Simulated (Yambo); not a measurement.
MgO (rock salt, space group Fm-3m, No. 225), G0W0@PBEsol in Yambo with this input:

```
rim_cut
gw0
dyson
el_el_corr
HF_and_locXC
ppa
em1d
RandQpts= 1000000
RandGvec= 1 Ry
EXXRLvcs= 84 Ry
VXCRLvcs= 336 Ry
Chimod= "HARTREE"
% BndsRnXp
 2 | 71 |
%
NGsBlkXp= 14 Ry
% LongDrXp
 1.0 | 1.0 | 1.0 |
%
PPAPntXp= 27.2114 eV
% GbndRnge
 1 | 71 |
%
GTermKind= "BG"
DysSolver= "n"
ExtendOut
```

On a 6×6×6 mesh, with wavefunctions cut at 84 Ry, the gap (Γ → Γ) is 7.203 eV and the valence edge shifts by -1.513 eV.

**Question.** What happens with this change: 2 Ry block?

**Answer.** The gap falls by 0.511 eV, to 6.692 eV; the shift of the valence edge becomes -1.194 eV. Neither run is shown to be the converged limit.

Geometry relaxed with PBEsol; primitive cell a = 2.979 Å, b = 2.979 Å, c = 2.979 Å, α = 60.00°, β = 60.00°, γ = 60.00°.

A shift is the quasiparticle energy of the state minus its PBEsol energy.
